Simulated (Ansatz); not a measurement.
Given:

Relaxed HfO$_{2}$ (fluorite):

```
CELL_PARAMETERS angstrom
      0.00000     5.05889     5.05889
      2.52945     0.00000     2.52945
      2.52945     2.52945     0.00000
ATOMIC_POSITIONS crystal
  Hf 0.00000 0.00000 0.00000
  Hf 0.50000 0.00000 0.00000
  O  0.12500 0.25000 0.25000
  O  0.62500 0.25000 0.25000
  O  0.37500 0.75000 0.75000
  O  0.87500 0.75000 0.75000
```

The atoms are displaced by Q × the pattern below (from a DFPT mode at L = (0.5, 0.0, 0.0), largest move 1; Q in Å), at fixed cell. (q is in reciprocal vectors of the primitive cell; the cell shown is doubled to hold the pattern.)

```csv
atom,x,y,z
Hf1,-0.577,0.577,0.577
Hf2,0.577,-0.577,-0.577
O3,-0.344,0.344,0.344
O4,0.344,-0.344,-0.344
O5,0.344,-0.344,-0.344
O6,-0.344,0.344,0.344
```

These are r2SCAN (plane waves to 500 eV, PAW, scalar-relativistic; Ansatz, a quantum-chemistry and plane-wave program) values and carry that method's errors. k mesh 11×11×11 (Γ-centred), Fermi-Dirac smearing 0.05 eV. The energy includes the smearing's −TS. HfO2 is run without spin polarisation. HfO2 was relaxed with its symmetry unable to fall. Spin-orbit coupling is left out, though Hf is heavy. The PAW data are Ansatz's earlier set. This is a high-temperature form of HfO2. ΔE is measured from the undisplaced structure.

The scan covers Q from -0.100 to 0.100 Å in 13 points.

Q: Which space group does the distorted structure have?

A: R-3m (No. 166), lowered from Fm-3m.

Q: What is the energy change at Q = 0.100 Å?

A: 283.5 meV/cell.

Q: What harmonic wavenumber does the curvature at Q = 0 give?

A: 195 cm⁻¹.

(A displaced cell: forces are minus the slopes of the energy, force constants its curvatures, and phonons follow from these.)
